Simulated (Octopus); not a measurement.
# SrTiO3 (Pm-3m, No. 221): band energies at special points

SrTiO₃ (Pm-3m, No. 221):
```
SrTiO3
1.0
    3.91270     0.00000     0.00000
    0.00000     3.91270     0.00000
    0.00000     0.00000     3.91270
Sr Ti O
1 1 3
Direct
  0.00000   0.00000   0.00000
  0.50000   0.50000   0.50000
  0.50000   0.00000   0.50000
  0.00000   0.50000   0.50000
  0.50000   0.50000   0.00000
```
The cell is a database entry, not relaxed again.

All numbers are Octopus results at the level LDA (grid spacing about 0.16 Å, Γ-centred 6×6×6 k-mesh, no spin polarisation; PseudoDojo 0.4 LDA potentials), not measurements.

Energies in eV against the valence band top; 40 electrons a cell outside the pseudopotentials' cores.

```tsv
k-point (reduced)	band 16	band 17	band 18	band 19	band 20	band 21	band 22	band 23
Γ (0.000, 0.000, 0.000)	-1.17	-1.17	-0.36	-0.36	-0.36	1.80	1.80	1.80
X (0.000, 0.500, 0.000)	-2.37	-2.37	-2.00	-0.74	-0.74	(withheld)	3.76	3.76
M (0.500, 0.500, 0.000)	-2.87	-1.74	-1.57	-1.57	(withheld)	3.77	3.77	4.22
R (0.500, 0.500, 0.500)	-3.74	-3.74	0.00	0.00	0.00	4.45	4.45	4.45
```

### Question
Some entries are withheld; supply them.

### Answer

- M (0.500, 0.500, 0.000), band 20: -0.09
- X (0.000, 0.500, 0.000), band 21: 1.98
